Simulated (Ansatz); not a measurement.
With plane-wave PAW PBE (Ansatz code), Zn in the diamond structure (Fd-3m) relaxes to a = 5.831 Å. Zn has 4 nearest neighbours from 2.52 Å (tetrahedral).

Electronic character: metallic (no gap).

An equation-of-state fit gives a bulk modulus of 25.6 GPa.

The start of the workflow was typed in or built on a structure type; neither database checked (COD, Materials Project) lists it. It is not the phase usual at ambient conditions (space group No. 194). The PBE relaxation kept the symmetry of its start; whether a distortion lowers the energy is not shown.

Potentials: the later of the program's two PAW sets.
